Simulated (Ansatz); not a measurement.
Fe:
```xyz
2
Lattice="2.4341 0.0000 0.0000 -1.2171 2.1080 0.0000 0.0000 0.0000 3.8437" Properties=species:S:1:pos:R:3 pbc="T T T"
Fe     0.0000     1.4053     0.9609
Fe     1.2171     0.7027     2.8827
```

Relaxed with r²SCAN. Special points in fractions of this cell's reciprocal vectors: Γ (0.000, 0.000, 0.000); M (0.500, 0.000, 0.000); K (0.333, 0.333, 0.000); A (0.000, 0.000, 0.500); L (0.500, 0.000, 0.500); H (0.333, 0.333, 0.500).

Q: List the band energies nearest the Fermi level at these points for plane-wave PAW r²SCAN (Ansatz code).

A: In eV from the Fermi level; about four levels below and three above (degenerate sets whole), none deeper than 8.9 eV; … stands for higher levels left out; points with the same levels are listed once.

```
k                    below                above
-  -----------------------  -------------------
Γ  -1.28 -1.28 -0.93 -0.93               0.37 …
M  -2.35 -2.14 -1.68 -1.14       0.90 1.15 1.18
K  -3.61 -2.22 -2.22 -0.79       0.69 0.69 0.92
A  -1.92 -1.92 -1.92 -1.92                    …
L  -3.45 -3.45 -0.71 -0.71  0.06 0.06 1.06 1.06
H  -2.48 -2.48 -0.76 -0.76          0.83 0.83 …
```

Space group P6_3/mmc (hcp (Mg type)). This is a known high-pressure phase of the composition, computed here at zero pressure and temperature. The r²SCAN relaxation kept the symmetry of its start; of distortions, only those at the zone centre were tested. No spin polarisation was allowed.

Potentials: the later of the program's two PAW sets.
